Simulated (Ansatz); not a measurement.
MoSe$_{2}$:
```cif
data_Mo2Se4
_chemical_formula_sum 'Mo2 Se4'
_space_group_name_H-M_alt 'P63/mmc'
_space_group_IT_number 194
_space_group_name_Hall '-P 6c 2c'
_cell_length_a 3.27705
_cell_length_b 3.27705
_cell_length_c 12.73283
_cell_angle_alpha 90.000
_cell_angle_beta 90.000
_cell_angle_gamma 120.000
loop_
_atom_site_label
_atom_site_type_symbol
_atom_site_symmetry_multiplicity
_atom_site_Wyckoff_symbol
_atom_site_fract_x
_atom_site_fract_y
_atom_site_fract_z
_atom_site_occupancy
Mo1 Mo 2 c 0.33333 0.66667 0.25000 1
Se1 Se 4 f 0.66667 0.33333 0.11853 1
```

Relaxed with PBE+D3(BJ). PBE+D3(BJ) (plane waves, PAW; program Ansatz) gives a gap of 0.74 eV.

Question: What gap does HSE06 give on the same cell (Ansatz, PAW)?

Answer: 1.21 eV, 0.48 eV more. The hybrid was solved on a coarser mesh and at special points; its gap is the smallest among all of these.

```tsv
k	v1 PBE+D3(BJ)	c1 PBE+D3(BJ)	v1 HSE06	c1 HSE06
Γ	0.00	2.47	…	…
A	-0.16	2.48	…	…
K	-0.29	1.17	-0.29	1.62
H	-0.43	1.17	…	…
M	-0.87	1.56	-1.02	2.13
L	-1.03	1.58	…	…
```

Question: Top valence (v1) and lowest conduction level (c1) in eV from each method's valence maximum (which need not be a listed point): supply the withheld HSE06 values.

Answer: 
- A, v1 HSE06: -0.20
- A, c1 HSE06: 3.14
- Γ, v1 HSE06: 0.00
- Γ, c1 HSE06: 3.12
- L, v1 HSE06: -1.20
- L, c1 HSE06: 2.15
- H, v1 HSE06: -0.44
- H, c1 HSE06: 1.63

Cost on shared cores: the PBE+D3(BJ) run (SCF on a 10×10×3 mesh, then bands and DOS) very roughly 70 core-seconds, the HSE06 run (SCF on 6×6×2, then a few points) very roughly 5 core-minutes; the tasks are unlike.

Space group P6_3/mmc. The cell was relaxed with PBE+D3(BJ) under the symmetry of its start; phonons on a q-mesh show no instability. No spin polarisation was allowed. Spin–orbit coupling is left out wherever it is not named.

Potentials: the later of the program's two PAW sets.
